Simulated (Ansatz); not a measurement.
SrPt5:
```yaml
crystal:
  lattice:
    - [5.45111, 0.00000, 0.00000]
    - [-2.72555, 4.72080, 0.00000]
    - [0.00000, 0.00000, 4.35544]
  atoms:
    - { symbol: Pt, position: [0.50000, 0.00000, 0.50000] }
    - { symbol: Pt, position: [0.50000, 0.50000, 0.50000] }
    - { symbol: Pt, position: [0.00000, 0.50000, 0.50000] }
    - { symbol: Pt, position: [0.33333, 0.66667, 0.00000] }
    - { symbol: Pt, position: [0.66667, 0.33333, 0.00000] }
    - { symbol: Sr, position: [0.00000, 0.00000, 0.00000] }
```

Relaxed with r²SCAN.

Give the Bader charges and basin volumes of the independent atoms, r²SCAN (plane waves, PAW; program Ansatz).



```
atom  Bader charge (e)  Bader volume (Å³)
----  ----------------  -----------------
Pt1              -0.28               19.4
Pt4              -0.32               18.4
Sr6              +1.48               16.9
```

Space group P6/mmm. The workflow started from an entry of the Crystallography Open Database (COD). Whether it is the stable phase at ambient conditions was not checked. The r²SCAN relaxation kept the symmetry of its start; whether a distortion lowers the energy is not shown. No spin polarisation was allowed. Scalar-relativistic: spin–orbit coupling is off unless named, which matters more the heavier the elements.

Potentials: the later of the program's two PAW sets.
